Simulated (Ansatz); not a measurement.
Input file for Ansatz (an electronic-structure program):

Ansatz 0.2 input:
```yaml
crystal:
  lattice:
    - [6.5057212985, 0.0, 0.0]
    - [0.0, 3.6339157548, 0.0]
    - [0.0, 0.0, 4.9904225452]
  atoms:
    - { symbol: Ti, position: [0.6758431043, 0.25, 0.3715500552] }
    - { symbol: Ti, position: [0.3241568957, 0.75, 0.6284499448] }
    - { symbol: Ti, position: [0.8241568957, 0.75, 0.8715500552] }
    - { symbol: Ti, position: [0.1758431043, 0.25, 0.1284499448] }
    - { symbol: Si, position: [0.5440226154, 0.25, 0.8553353239] }
    - { symbol: Si, position: [0.4559773846, 0.75, 0.1446646761] }
    - { symbol: Si, position: [0.9559773846, 0.75, 0.3553353239] }
    - { symbol: Si, position: [0.0440226154, 0.25, 0.6446646761] }
kpoints:
  mp_grid: { grid: [7, 11, 8] }
hamiltonian:
  xc: r2scan
  pseudopotentials: { azcp: { folder: ./paw }, kind: paw }
scf:
  occupations: { method: fermi_dirac, width: 0.1 }
phonons:
  method: dfpt
  response_accuracy: low
  eigenvectors: true
  rigid_motions: translations
```

Output (shortened):

```
Pseudopotential: Ti, paw, valence charge 12
Pseudopotential: Si, paw, valence charge 4
Functional definition: r2SCAN
Crystal: 8 atoms, lattice volume = 117.980 Å³
Basis set: ecut = 500 eV, 3001 PW (Γ), exchange–correlation on 240×150×200 points (125 copies of the dense FFT grid, shifted against one another)
Bands: 40, of which v1, the nominal top of the filled ones, is band 32 counted from 1 (31 counted from 0)
Symmetry: 8 space group operations
k-points: 309 of 616 (irreducible under 1 space group operation, time reversal used)
SCF iter   1: F=—  HF=-12580.403739 eV  |F-HF|=—  |Δ(HF+E_count)|=         —  Δρ=5.16e-2  dr2=3.11e0  dr2_τ=1.89e-1  ethr=3.10e-3  ⟨swp⟩=6.3  Hψ=51314  notcnv=0
preconditioner: auto → Kerker (q_TF=auto, 2.464 Å⁻¹)
SCF iter   2: F=—  HF=-12580.189820 eV  |F-HF|=—  |Δ(HF+E_count)|=   2.14e-1  Δρ=2.00e-2  dr2=3.77e-1  dr2_τ=1.25e-2  ethr=3.10e-3  ⟨swp⟩=4.0  Hψ=28556  notcnv=0
SCF iter   3: F=—  HF=-12580.203506 eV  |F-HF|=—  |Δ(HF+E_count)|=   1.37e-2  Δρ=9.67e-3  dr2=8.76e-2  dr2_τ=1.49e-3  ethr=5.89e-4  ⟨swp⟩=2.4  Hψ=16346  notcnv=0
SCF iter   4: F=—  HF=-12580.210942 eV  |F-HF|=—  |Δ(HF+E_count)|=   7.44e-3  Δρ=9.99e-4  dr2=1.11e-3  dr2_τ=2.98e-5  ethr=1.37e-4  ⟨swp⟩=2.1  Hψ=19799  notcnv=0
SCF iter   5: F=—  HF=-12580.211149 eV  |F-HF|=—  |Δ(HF+E_count)|=   2.07e-4  Δρ=1.77e-4  dr2=3.93e-5  dr2_τ=1.38e-6  ethr=1.74e-6  ⟨swp⟩=2.0  Hψ=17350  notcnv=0
SCF iter   6: F=—  HF=-12580.211160 eV  |F-HF|=—  |Δ(HF+E_count)|=   1.07e-5  Δρ=4.58e-5  dr2=2.46e-6  dr2_τ=5.87e-8  ethr=6.14e-8  ⟨swp⟩=3.0  Hψ=25982  notcnv=0
SCF iter   7: F=—  HF=-12580.211161 eV  |F-HF|=—  |Δ(HF+E_count)|=   1.56e-6  Δρ=8.88e-6  dr2=1.09e-7  dr2_τ=2.17e-9  ethr=3.85e-9  ⟨swp⟩=2.0  Hψ=17305  notcnv=0
SCF iter   8: F=—  HF=-12580.211162 eV  |F-HF|=—  |Δ(HF+E_count)|=   5.21e-8  Δρ=2.44e-6  dr2=6.90e-9  dr2_τ=5.03e-10  ethr=1.70e-10  ⟨swp⟩=2.1  Hψ=18557  notcnv=0
SCF iter  11: F=-12580.211162 eV  HF=-12580.211162 eV  |F-HF|=7.28e-12  |Δ(HF+E_count)|=  1.09e-11  Δρ=4.66e-8  dr2=3.24e-12  dr2_τ=1.25e-13  ethr=1.00e-12  ⟨swp⟩=5.2  Hψ=48083  notcnv=0
SCF 1 converged in 11 iterations: F = -12580.211162 eV  dr2 = 3.24e-12
DFPT response loops at Γ: preconditioner auto → Kerker (q_TF=auto, 2.464 Å⁻¹) (partly filled bands, converged f_vac=0.000) …
SCF converged after 11 iterations
Free energy (F): -12580.211162 eV
Harris-Foulkes:  -12580.211162 eV  (|F-HF|=7.28e-12)
Internal energy: -12580.125978 eV  (E = F + TS)
E sigma→0 (E₀):  -12580.168570 eV
Entropy (-TS):   -0.085184 eV (-10.648 meV/atom)
Fermi energy:    13.011277 eV
--- Per-component energies (eV) ---
  E_band       = -604.937413
  E_kinetic    = 1297.938845
  E_local      = -3918.633790  (includes V_loc(G=0)·N_el)
  E_nonlocal   = 329.060030
  E_hartree    = 1608.792029
  E_xc         = -667.098866
  E_vxc        = -858.216387  (∫ρ·V_xc dr)
  E_paw        = -6275.973414  (= ΣΔE_a)
  E_vpaw       = -722.613060  (= ΣTr[D̂ρ^β])
  E_aug_tail   = -0.000037  (compensation charges beyond the density's cutoff)
  E_vtau       = 49.942820  (kinetic-family band-sum trace: ∫τ·v_τ [+ j·A + Jᵃ·Aᵃ] dr)
  E_ewald      = -4952.891219
  E_core_change = -1.319558  (= ΣΔE_core)
  E_smearing   = -0.085184  (= −TS)
  E_closure    = 0.000000  (closes the sum)
  Σ components = -12580.211162   (vs F -12580.211162, Δ=0.00e0)
  [band-id]    e_kinetic+e_local+e_nonlocal+2·e_hartree+e_vxc+e_vpaw+e_augmentation_tail+e_vtau = -604.937519   (vs E_band -604.937413, Δ=-1.06e-4)
--- Band table (eV; the first three rows and the last of 309) ---
  k-point 0: bands = ["-46.1919", "-46.1722", "-46.1618", "-46.1526", "-21.5129", "-21.5102", "-21.4760", "-21.4436", "-21.4397", "-21.4148", "-21.3934", "-21.3628", "-21.3322", "-21.3296", "-21.3189", "-21.2855", "0.3840", "2.1073", "5.9745", "6.1410", …
  k-point 1: bands = ["-46.1908", "-46.1714", "-46.1630", "-46.1532", "-21.5227", "-21.4988", "-21.4651", "-21.4514", "-21.4406", "-21.4092", "-21.3910", "-21.3659", "-21.3364", "-21.3320", "-21.3187", "-21.2890", "0.4637", "2.0816", "5.8785", "6.2351", …
  k-point 2: bands = ["-46.1876", "-46.1692", "-46.1665", "-46.1552", "-21.5280", "-21.4822", "-21.4726", "-21.4407", "-21.4319", "-21.4066", "-21.3841", "-21.3747", "-21.3477", "-21.3389", "-21.3182", "-21.2980", "0.6913", "1.9800", "5.6891", "6.4419", …
  k-point 308: bands = ["-46.1842", "-46.1804", "-46.1573", "-46.1557", "-21.5099", "-21.5073", "-21.4624", "-21.4487", "-21.4246", "-21.4160", "-21.3944", "-21.3765", "-21.3466", "-21.3403", "-21.3071", "-21.2998", "1.0801", "1.4224", "5.9970", "6.2186", …
--- Phonons (Γ-DFPT): 6 representative perturbations + reference, on 309 of 616 k-points (Σ response iterations 50) ---
  ASR residual: 1.920e-3 → 0.000e0 eV/Å²; symmetrization residual: 9.851e-5 eV/Å²
  ASR residual per site (eV/Å²): 1.30e-3 1.30e-3 1.30e-3 1.30e-3 1.92e-3 1.92e-3 1.92e-3 1.92e-3
  Γ frequencies (cm⁻¹): 0.00 0.00 0.00 173.21 187.54 197.60 214.90 243.90 245.61 257.55 257.94 271.37 299.11 338.23 345.20 345.70 350.93 376.83 379.28 401.39 417.43 419.06 441.94 463.45
  non-analytic LO–TO correction: not included (Born effective charges unavailable; polar crystals: no LO–TO splitting at Γ)
```

Cost: around 80 core-minutes (rough) on shared cores.

Space group Pnma. The first step of the workflow began from a Materials Project structure, measured or hypothetical; the Crystallography Open Database copy checked does not list it. COD files the formula under space group No. 25, so this cell is another polymorph or a model. Whether it is the stable phase at ambient conditions was not checked. The cell was relaxed with r²SCAN under the symmetry of its start; of distortions, only those at the zone centre were tested. The run is not spin-polarised. As this level gives no gap, phonon frequencies hold no LO–TO term and depend on the k-mesh and smearing (Fermi–Dirac, 0.1 eV here).

Potentials: the earlier of the program's two PAW sets.

Ansatz is a plane-wave DFT program.
